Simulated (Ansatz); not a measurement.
NbSi in space group P6/mmm (No. 191; Nb on 3f, Si on 1a, Si on 2d) at seven volumes, the program Ansatz at the PBE level (PAW), shape and atoms relaxed at each. One row is withheld.

```tsv
V (Å³/atom)	P (GPa)
17.578	15.92
18.158	9.77
18.737	?
19.317	-0.01
19.896	-3.88
20.476	-7.19
21.056	-10.02
```

Problem. Fit the shown pressures and predict the withheld one.

Solution. P = (3/2)B₀(x^(7/2) − x^(5/2))[1 + (3/4)(B′ − 4)(x − 1)] with x = (V₀/V)^(2/3). Least squares on the six rows gives V₀ = 19.315 Å³/atom, B₀ = 139 GPa, B′ = 4.15. At V = 18.737, x = 1.0205 and P = 4.50 GPa. The run itself gave 4.51 GPa.

The cell is a constructed one: a structure type filled with these elements; neither database checked (COD, Materials Project) lists it. Whether it is the stable phase at ambient conditions was not checked. The PBE relaxation kept the symmetry of its start; its stability against distortions is not shown here. No spin polarisation was allowed.

Potentials: the later of the program's two PAW sets.
